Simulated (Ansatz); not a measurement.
LaAl$_{2}$Ag$_{3}$ squeezed and stretched

A database entry relaxed whole under r2SCAN (P6/mmm):

```
CELL_PARAMETERS angstrom
5.77991 0.00000 0.00000
-2.88996 5.00555 0.00000
0.00000 0.00000 4.20453
ATOMIC_POSITIONS crystal
La 0.00000 0.00000 0.00000
Al 0.33333 0.66667 0.00000
Al 0.66667 0.33333 0.00000
Ag 0.50000 0.00000 0.50000
Ag 0.50000 0.50000 0.50000
Ag 0.00000 0.50000 0.50000
```

The cell was scaled uniformly, its shape held, and the atoms relaxed at each volume with plane-wave PAW DFT (Ansatz 0.2.0; r2SCAN, 500 eV, 7×7×8 Γ-centred mesh, fermi-dirac occupations of width 0.100 eV; no spin, no spin-orbit coupling). One row is withheld.

| volume (Å³/atom) | energy over the lowest (meV/atom) | pressure (GPa) |
| --- | --- | --- |
| 19.058 | 22.1 | 6.31 |
| 19.463 | 9.3 | 3.94 |
| 19.869 | ? | ? |
| 20.274 | 0.0 | -0.04 |
| 20.679 | 2.4 | -1.71 |
| 21.085 | 8.8 | -3.19 |
| 21.490 | 18.7 | -4.51 |

Task: Fit the pressures of the other rows to the third-order Birch-Murnaghan form.

Result: With f = [(V₀/V)^(2/3) − 1]/2 and P = 3B₀f(1 + 2f)^(5/2)[1 + 3(B₀′ − 4)f/2], least squares gives V₀ = 20.26 Å³ an atom, B₀ = 88.5 GPa and B₀′ = 4.9; the rows miss the fit by less than 0.01 GPa. The slope of the energies differs from these pressures by 0.06 GPa, since they are taken to zero smearing while pressures follow the free energy.

Task: What does the withheld row hold?

Result: The fit gives 1.83 GPa at 19.869 Å³; the run gave 1.83 GPa and 2.1 meV an atom.

Caveats: the shape of the cell was held, so B₀ is an upper bound where the axes differ in stiffness; 0 K, fixed nuclei; the symmetry was kept, and this need not be the phase that is stable at 0 K; one mesh for all volumes; the relaxed cell lies far from the entry, by an error of the functional or of the entry; pressure is positive in compression.
